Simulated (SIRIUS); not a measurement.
Worked example: self-consistent single point of Ag (C2/m, 1 atom in the cell; from Materials Project mp-124, changed as shown) in SIRIUS.

All values come from this method and carry its errors: PBE, FP-LAPW (LAPW with two local orbitals a valence shell; core below -3 Ha), all-electron full potential with ZORA scalar-relativistic valence and Dirac core in SIRIUS.

The change in words: lattice vector b scaled by 0.99. Reference geometry (Fm-3m):
```xyz
1
Lattice="0.0000 2.0522 2.0522 2.0522 0.0000 2.0522 2.0522 2.0522 0.0000" Properties=species:S:1:pos:R:3 pbc="T T T"
Ag     0.0000     0.0000     0.0000
```

Reference input (self-consistent single point, DFT, PBE, FP-LAPW (LAPW with two local orbitals a valence shell; core below -3 Ha), all-electron full potential with ZORA scalar-relativistic valence and Dirac core): parameters.ngridk = 12 12 12; basis = LAPW with two local orbitals a valence shell, core below -3 Ha; unit_cell.atom_type_rmt = {Ag: 2.4} bohr; parameters.xc_functionals = [XC_GGA_X_PBE, XC_GGA_C_PBE]; parameters.aw_cutoff = 7; parameters.pw_cutoff = 20 1/bohr; parameters.smearing = gaussian; parameters.smearing_width = 0.00999582 Ha; parameters.electronic_structure_method = full_potential_lapwlo; parameters.lmax_apw = 8; parameters.lmax_rho = 8; parameters.lmax_pot = 8. This run's input differs from it in these lines:

```diff
@@ -37,3 +37,3 @@
       [0.0, 0.7071068383, 0.7071068383],
-      [0.7071068383, 0.0, 0.7071068383],
+      [0.700035701, 0.0, 0.700035701],
       [0.7071068383, 0.7071068383, 0.0]
```

The program printed (abridged):

```
[find] density tolerance         : 1e-06
[find] total energy tolerance    : 1e-07
[find] iter_solver_tol (initial) : 0.01
[find] iter_solver_tol (target)  : 1e-13
[find] num_dft_iter              : 100
Charges and magnetic moments
--------------------------------------------------------------------------------
atom      charge    core leakage
--------------------------------------------------------------------------------
   0   45.678734    0.000000e+00

total core leakage    : 0.00000000e+00
interstitial charge   : 1.321266
total charge          : 47.000000
[find] | SCF iteration   0 out of 100|
[find] Charges and magnetic moments
   [... lines left out ...]
[find]    0   45.483380    1.173793e-03
[find] total core leakage    : 1.17379263e-03
[find] interstitial charge   : 1.515445
[find] total charge          : 46.998825
[find] Energy
[find] smearing (-TS)                 :      -0.00043535
[find] Total energy                   :   -5317.28784255 (Ha),  -10634.57568510 (Ry)
[find] Free energy (E-TS)             :   -5317.28827790 (Ha),  -10634.57655581 (Ry)
[find] band gap (eV)                  :       0.00000000
[find] Efermi                         :       0.24414402
[find] iteration : 8, RMS (target) : 6.8496e-07 (1.0000e-06) , energy difference (target) : -3.2405e-09 (1.0000e-07)
[find] converged after 9 SCF iterations!
Warning in function "check_num_electrons" at src/density/density.cpp:1179
wrong number of electrons
  obtained value : 46.9988
  target value : 47
  difference : 0.00117474
  total core leakage : 0.00117379
    atom class : 0, core leakage : 0.00117379
[find] Charges and magnetic moments
[find] atom      charge    core leakage
[find]    0   45.483380    1.173793e-03
[find] total core leakage    : 1.17379263e-03
[find] interstitial charge   : 1.515445
[find] total charge          : 46.998825
[find] Energy
[find] smearing (-TS)                 :      -0.00043535
[find] Total energy                   :   -5317.28784255 (Ha),  -10634.57568510 (Ry)
[find] Free energy (E-TS)             :   -5317.28827790 (Ha),  -10634.57655581 (Ry)
[find] band gap (eV)                  :       0.00000000
[find] Efermi                         :       0.24414402
[ground_state] ==== total Forces in Ha/bohr =====
[ground_state] atom:    0, force:       0.0000000      0.0000000      0.0000000
```

The run converged in 9 iterations. Against the reference run the free energy goes up by 3.8 meV/atom.

The structure comes from a collection of computed structures, made at another level of theory; the collection holds predicted forms beside known ones. Values depend on the basis (sphere radii, cutoffs, local orbitals), which need not be converged.

Cost on one core: very roughly 40 core-seconds.

The gap that the log prints is read on the run's mesh, which can miss the band edges or a crossing.
